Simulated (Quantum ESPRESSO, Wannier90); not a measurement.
## Wannierisation of PbBrF (P4/nmm)

Cell from Materials Project (mp-23008), symmetrised, no further relaxation. COD (Crystallography Open Database) has an entry of this formula and space group (matched by these alone). Method: PBEsol plane waves in Quantum ESPRESSO 7.5 (PseudoDojo norm-conserving files, 68 Ry, spinors with spin-orbit coupling), Bloch states on a 4×4×4 mesh through Γ, Wannier90 4.0.1. Density: 8×8×4 mesh, cold smearing 0.01 Ry.

On the energy scale of pw.x, whose zero is arbitrary, the valence-band maximum lies at 6.00 eV.

Input w.win:

```
num_bands = 4
num_wann = 4
exclude_bands = 1-28,33-94
spinors = true
num_iter = 1000
conv_tol = 1.0e-6
conv_window = 4
write_hr = true
write_u_matrices = true
auto_projections = true
begin unit_cell_cart
ang
    4.1850600000    0.0000000000    0.0000000000
    0.0000000000    4.1850600000    0.0000000000
    0.0000000000    0.0000000000    7.6623400000
end unit_cell_cart
begin atoms_frac
Pb   0.0000000000  0.5000000000 -0.1906000000
Pb   0.5000000000  0.0000000000  0.1906000000
Br   0.5000000000  0.0000000000 -0.3472700000
Br   0.0000000000  0.5000000000  0.3472700000
F    0.5000000000  0.5000000000  0.0000000000
F    0.0000000000  0.0000000000  0.0000000000
end atoms_frac
mp_grid = 4 4 4
begin kpoints
0.0000000000 0.0000000000 0.0000000000
0.0000000000 0.0000000000 0.2500000000
0.0000000000 0.0000000000 0.5000000000
... (61 more lines: the 4x4x4 mesh through Gamma)
end kpoints
```

Input of pw2wannier90.x that gives the overlap and projection files (equivalent; here they were cut from one run over all bands):

```
&inputpp
  outdir = './out'
  prefix = 'pwscf'
  seedname = 'w'
  write_amn = .true.
  write_mmn = .true.
  atom_proj = .true.
  atom_proj_exclude = 1 2 3 4 5 6 7 8 9 10 13 14 15 16 17 18 19 20 21 22 23 24 25 26 27 28 31 32 33 34 35 36 37 38 39 40 41 42 43 44 45 46 47 48 49 50 51 52 53 54 55 56 57 58 59 60 61 62 63 64 65 66 67 68
/
```

Output w.wout (banner and timings cut):

```
                                    ------
                                    SYSTEM
                                    ------

                              Lattice Vectors (Ang)
                    a_1     4.185060   0.000000   0.000000
                    a_2     0.000000   4.185060   0.000000
                    a_3     0.000000   0.000000   7.662340

                   Unit Cell Volume:     134.20379  (Ang^3)

                        Reciprocal-Space Vectors (Ang^-1)
                    b_1     1.501337   0.000000   0.000000
                    b_2     0.000000   1.501337   0.000000
                    b_3     0.000000   0.000000   0.820009

 *----------------------------------------------------------------------------*
 |   Site       Fractional Coordinate          Cartesian Coordinate (Ang)     |
 +----------------------------------------------------------------------------+
 | pb   1   0.00000   0.50000  -0.19060   |    0.00000   2.09253  -1.46044    |
 | pb   2   0.50000   0.00000   0.19060   |    2.09253   0.00000   1.46044    |
 | br   1   0.50000   0.00000  -0.34727   |    2.09253   0.00000  -2.66090    |
 | br   2   0.00000   0.50000   0.34727   |    0.00000   2.09253   2.66090    |
 | f    1   0.50000   0.50000   0.00000   |    2.09253   2.09253   0.00000    |
 | f    2   0.00000   0.00000   0.00000   |    0.00000   0.00000   0.00000    |
 *----------------------------------------------------------------------------*
                                ------------
                                K-POINT GRID
                                ------------

             Grid size =  4 x  4 x  4      Total points =   64

 *---------------------------------- MAIN ------------------------------------*
 |  Number of Wannier Functions               :                 4             |
 |  Number of Objective Wannier Functions     :                 4             |
 |  Number of input Bloch states              :                 4             |
 |  Output verbosity (1=low, 5=high)          :                 1             |
 |  Timing Level (1=low, 5=high)              :                 1             |
 |  Optimisation (0=memory, 3=speed)          :                 3             |
 |  Length Unit                               :               Ang             |
 |  Post-processing setup (write *.nnkp)      :                 F             |
 |  Using Gamma-only branch of algorithms     :                 F             |
 *----------------------------------------------------------------------------*
 *------------------------------- WANNIERISE ---------------------------------*
 |  Total number of iterations                :              1000             |
 |  Number of CG steps before reset           :                 5             |
 |  Trial step length for line search         :             2.000             |
 |  Convergence tolerence                     :         0.100E-05             |
 |  Convergence window                        :                 4             |
 |  Iterations between writing output         :                 1             |
 |  Iterations between backing up to disk     :               100             |
 |  Write r^2_nm to file                      :                 F             |
 |  Write xyz WF centres to file              :                 F             |
 |  Write on-site energies <0n|H|0n> to file  :                 F             |
 |  Use guiding centre to control phases      :                 F             |
 |  Use phases for initial projections        :                 F             |
 *----------------------------------------------------------------------------*
 *-------------------------------- PLOTTING ----------------------------------*
 |  Plotting Hamiltonian in WF basis          :                 T             |
 *----------------------------------------------------------------------------*

       ... (k-mesh section left out)

 Starting a new Wannier90 calculation ...

 Reading overlaps from w.mmn

 Reading projections from w.amn

 *------------------------------- WANNIERISE ---------------------------------*
 +--------------------------------------------------------------------+<-- CONV
 | Iter  Delta Spread     RMS Gradient      Spread (Ang^2)            |<-- CONV
 +--------------------------------------------------------------------+<-- CONV

 ------------------------------------------------------------------------------
 Initial State
  WF centre and spread    1  (  0.000000,  2.092530, -1.236958 )     3.13323964
  WF centre and spread    2  ( -0.000000,  2.092530, -1.236958 )     3.13323964
  WF centre and spread    3  (  2.092530,  0.000000,  1.236958 )     3.13323964
  WF centre and spread    4  (  2.092530, -0.000000,  1.236958 )     3.13323964
  Sum of centres and spreads (  4.185060,  4.185060,  0.000000 )    12.53295855

      0     0.125E+02     0.0000000000       12.5329585491  <-- CONV
        O_D=      0.0674097 O_OD=      0.0055300 O_TOT=     12.5329585 <-- SPRD
 ------------------------------------------------------------------------------
      1    -0.715E-03     0.0512709865       12.5322434130  <-- CONV
        O_D=      0.0667111 O_OD=      0.0055134 O_TOT=     12.5322434 <-- SPRD
      2    -0.406E-04     0.0122558593       12.5322027914  <-- CONV
        O_D=      0.0666753 O_OD=      0.0055086 O_TOT=     12.5322028 <-- SPRD
      3    -0.231E-05     0.0021949695       12.5322004787  <-- CONV
        O_D=      0.0666752 O_OD=      0.0055064 O_TOT=     12.5322005 <-- SPRD
      4    -0.941E-06     0.0016968549       12.5321995376  <-- CONV
        O_D=      0.0666746 O_OD=      0.0055060 O_TOT=     12.5321995 <-- SPRD
      5    -0.297E-06     0.0008900817       12.5321992405  <-- CONV
        O_D=      0.0666745 O_OD=      0.0055058 O_TOT=     12.5321992 <-- SPRD
      6    -0.907E-07     0.0005160887       12.5321991498  <-- CONV
        O_D=      0.0666745 O_OD=      0.0055058 O_TOT=     12.5321991 <-- SPRD
      7    -0.998E-08     0.0002245363       12.5321991398  <-- CONV
        O_D=      0.0666745 O_OD=      0.0055058 O_TOT=     12.5321991 <-- SPRD
             <<<     Delta < 1.000E-06  over  4 iterations     >>>
             <<< Wannierisation convergence criteria satisfied >>>
 Final State
  WF centre and spread    1  (  0.000000,  2.092530, -1.236954 )     3.13304978
  WF centre and spread    2  ( -0.000000,  2.092530, -1.236954 )     3.13304978
  WF centre and spread    3  (  2.092530,  0.000000,  1.236954 )     3.13304978
  WF centre and spread    4  (  2.092530, -0.000000,  1.236954 )     3.13304978
  Sum of centres and spreads (  4.185060,  4.185060,  0.000000 )    12.53219914

         Spreads (Ang^2)       Omega I      =    12.460018879
        ================       Omega D      =     0.066674492
                               Omega OD     =     0.005505768
    Final Spread (Ang^2)       Omega Total  =    12.532199140
```
